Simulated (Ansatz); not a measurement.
**GeMo: converged, but where?**

GeMo is taken as a test cell of our own (not relaxed), 4 atoms in the cell.

Level of theory: DFT, PBE, norm-conserving potentials, plane waves, scalar-relativistic in Ansatz.

```yaml
crystal:
  lattice:
    - [3.794895, 0.0, 0.0]
    - [0.0, 3.794895, 0.0]
    - [0.0, 0.0, 5.366792]
  atoms:
    - { symbol: Mo, position: [0.0, 0.0, 0.0], spin: 4 }
    - { symbol: Mo, position: [0.5, 0.5, 0.5], spin: -4 }
    - { symbol: Ge, position: [0.5, 0.5, 0.0] }
    - { symbol: Ge, position: [0.0, 0.0, 0.5] }
hamiltonian:
  xc: pbe
  pseudopotentials: { kind: nc }
kpoints:
  mp_grid: { grid: [1, 1, 1], shift: [0, 0, 0] }
magnetization:
  spin_polarized: true
scf:
  occupations: { method: fermi_dirac }
  lower_state_search: full
```

Settings in force: cutoff 1088 eV, smearing width 0.1 eV; full search for lower states.

The run converged after 45 iterations in all: ferrimagnetic, site moments Mo1 2.27, Mo2 -1.48, Ge3 0.44 μB, total 1.91 μB per cell.

One k-point is far from converged for this cell: the case tests the SCF and predicts nothing for the material.

Site moments are taken inside atomic spheres and don't add up to the total.

Task: Has the SCF ended in the lowest solution? If not, by how much is it too high?

Result: That can't be told from these runs. It is the lowest of 2 states reached by 6 converged runs, and the next lies 19.1 meV/atom higher (antiferromagnetic, site moments Mo1 1.89, Mo2 -1.89, Ge3 0.25, Ge4 -0.25 μB, total 0.00 μB per cell). The run first closed 19.1 meV/atom higher, and its search went on from there. That doesn't prove a ground state. Orders that need a larger cell or non-collinear spins weren't tried. No run was started with parallel moments, and none ended so: a ferromagnetic state, which may lie lower, is missing here. No run without spin polarisation was made.
